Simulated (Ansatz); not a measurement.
Consider the following.

SrAlGe:
Space group P-6m2 (No. 187); a = 4.299 Å, b = 4.299 Å, c = 4.769 Å, α = 90.00°, β = 90.00°, γ = 120.00°

```json
[
 {"atom": "Sr", "site": "1a", "symmetry": "-6m2", "x": "0.0000", "y": "0.0000", "z": "0.0000"},
 {"atom": "Al", "site": "1f", "symmetry": "-6m2", "x": "0.6667", "y": "0.3333", "z": "0.5000"},
 {"atom": "Ge", "site": "1d", "symmetry": "-6m2", "x": "0.3333", "y": "0.6667", "z": "0.5000"}
]
```

This is the r²SCAN-relaxed structure.

Problem. All from DFT-r²SCAN in the program Ansatz with PAW potentials, unless another level is named. Give the electronic character.

Solution. metallic (no gap).

Problem. And the formation energy from the elements (no fitted shifts)?

Solution. -0.56 eV/atom.

Problem. Give the density of states at the Fermi level.

Solution. 0.40 states/eV per atom (mean over ±0.08 eV).

The first step of the workflow began from a Materials Project structure, measured or hypothetical; the Crystallography Open Database copy checked does not list it. With Al and Ge taken as one species the cell has the higher symmetry P6/mmm, so it may be an ordered model of a mixed-site phase. Whether it is the stable phase at ambient conditions was not checked. The r²SCAN relaxation kept the symmetry of its start; whether a distortion lowers the energy is not shown. The references are the lowest solids computed at this level, not always the standard phases. Spin–orbit coupling is left out wherever it is not named.

Potentials: the later of the program's two PAW sets.
